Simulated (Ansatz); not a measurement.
Suppose Ti4Se takes space group F-43m (No. 216), with Ti on 16e; Se on 4a.

Theory: Ansatz 0.2.0, DFT PBE, scalar-relativistic, plane waves, PAW. Cutoff 420 eV, Γ-centred mesh, Gaussian smearing, no spin polarisation.

Energies over the elements count from the elements' standard structures at the same level, with no fitted energy shifts.

Question: Which cell and coordinates does it relax to?

Answer:

Space group F-43m (No. 216). a = 7.475 Å, b = 7.475 Å, c = 7.475 Å, α = 90.00°, β = 90.00°, γ = 90.00°
| atom | site | symmetry | x | y | z |
| --- | --- | --- | --- | --- | --- |
| Ti | 16e | .3m | 0.6244 | 0.1244 | 0.8756 |
| Se | 4a | -43m | 0.0000 | 0.0000 | 0.0000 |

Ti has 6 Ti at 2.63–2.66 Å and 3 Se at 3.10 Å; Se has 12 Ti at 3.10 Å. Another local minimum with the same sites may exist.

Question: And its energy and gap?

Answer: The energy over the elements is +0.71 eV/atom. The gap on the 10×10×10 mesh of the 5-atom cell is 0 eV (a metal). It can't be a ground state, since the elements alone are lower.

The last run used Gaussian smearing of 0.10 eV. The reference form of Se is held partly by dispersion forces, which this level lacks. A structure relaxed within its symmetry needn't be a true minimum. Another cell of Ti4Se relaxed alike, in I-42m, lies 1.07 eV/atom lower, so this cell isn't the stable form at this level.
